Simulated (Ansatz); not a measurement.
**FeSn2F12**

We look at FeSn2F12: a small unrelaxed cell with one substitutional d or f atom, with 15 atoms per cell. One Sn of COD entry 1528582 is replaced by Fe, with no charge compensation. Forces or pressure are large, so the cell is far from its computed equilibrium.

```
Sn Fe F
1.0
    -2.02500    2.02500    3.96500
     2.02500   -2.02500    3.96500
     6.07500    6.07500  -11.89500
Sn Fe F
2 1 12
Direct
  0.00000 0.00000 0.00000
  0.00000 0.00000 0.33333
  0.00000 0.00000 0.66667
  0.23700 0.23700 0.00000
  0.23700 0.23700 0.33333
  0.23700 0.23700 0.66667
  0.76300 0.76300 0.00000
  0.76300 0.76300 0.33333
  0.76300 0.76300 0.66667
  0.50000 0.00000 0.16667
  0.50000 0.00000 0.50000
  0.50000 0.00000 0.83333
  0.00000 0.50000 0.16667
  0.00000 0.50000 0.50000
  0.00000 0.50000 0.83333
```

Numbers behind element symbols give the atom's place in this list.

These are results of Ansatz, DFT, PBE, PAW, plane waves, scalar-relativistic, not measurements.

```yaml
Plane-wave_cutoff: 420 eV
k-point_mesh: 3×3×1 (Γ-centred)
Occupations: Gaussian smearing, 0.01 eV
```

Moments by site are taken inside atomic spheres; the rest lies between them.

A semilocal functional without U tends to delocalise d and f electrons, and can give a metal where the real compound is an insulator. Gaps of semilocal functionals run low against measured ones. With one magnetic atom in the cell its copies can only be parallel; orders in a larger cell may lie lower.

The mesh is coarse, so energy differences (and at times their sign) aren't converged.

The order of the states may change once the cell relaxes. Orders that need a larger cell or non-collinear spins weren't tried.

Question: Which state comes out lowest among 10 converged runs with various starts and settings? Give the order, the site moments and the gap.

Answer: Spin-polarised, site moments Fe3 3.14 μB, total 4.00 μB per cell, a gap of 0.50 eV on the k-mesh.

Question: How much higher is the free energy without spin polarisation?

Answer: 121 meV/atom (1.81 eV per cell); the unpolarised solution has a gap of 0.02 eV on the mesh and a pressure of -0.5 GPa against 1.3 GPa.
